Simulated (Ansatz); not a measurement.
BP (zinc blende): frozen-phonon scan

Relaxed BP (zinc blende):

```
CELL_PARAMETERS angstrom
      0.00000     4.54829     4.54829
      2.27414     0.00000     2.27414
      2.27414     2.27414     0.00000
ATOMIC_POSITIONS crystal
  P  0.37500 0.75000 0.75000
  P  0.87500 0.75000 0.75000
  B  0.00000 0.00000 0.00000
  B  0.50000 0.00000 0.00000
```

A phonon eigenvector at L = (0.5, 0.0, 0.0) is frozen into this cell: atom i moves by Q times the vector below, so Q is the largest atomic displacement, in Å. The cell is held. It is one choice among 2 degenerate patterns. (q is in reciprocal vectors of the primitive cell; the cell shown is doubled to hold the pattern.)

```csv
atom,x,y,z
P1,0.285,-0.520,0.805
P2,-0.285,0.520,-0.805
B3,-0.263,0.479,-0.742
B4,0.263,-0.479,0.742
```

All values below come from PBE (plane waves to 420 eV, PAW, scalar-relativistic; Ansatz, a program for electronic structure). k mesh 6×12×12 (Γ-centred), Fermi-Dirac smearing 0.05 eV. E stands for the smeared free energy. Stress and pressure are positive under compression. BP was relaxed with its symmetry unable to fall. The PAW data are Ansatz's earlier set. ΔE is measured from the undisplaced structure.

```tsv
Q (Å)	ΔE (meV/cell)	−dE/dQ from forces (eV/Å)	P (GPa)
-0.180	244.7	2.749	-0.77
-0.150	169.3	2.278	-0.55
-0.120	108.0	1.812	-0.36
-0.090	60.6	1.351	-0.21
-0.060	26.9	0.897	-0.09
-0.030	6.7	0.447	-0.02
0.000	0.0	0.000	0.00
0.030	6.7	-0.447	-0.02
0.060	26.9	-0.897	-0.09
0.090	60.6	-1.351	-0.21
0.120	108.0	-1.812	-0.36
0.150	169.3	-2.278	-0.55
0.180	244.7	-2.749	-0.77
```

What the scan shows:

| Property | Value |
|---|---|
| Energy at Q = 0.180 Å | 244.7 meV/cell |
| Space group of the distorted cell | P1 (No. 1), lowered from F-43m |
| Symmetry of the curve | even: the same for both signs |
| Shape of the curve | a single well with its minimum at or next to zero displacement |
| Harmonic wavenumber from the curvature (finite differences) | 225 cm⁻¹ |
| Wavenumber by perturbation theory (DFPT, on another k mesh) | 225 cm⁻¹ |

(A displaced cell: forces are minus the slopes of the energy, force constants its curvatures, and phonons follow from these.)
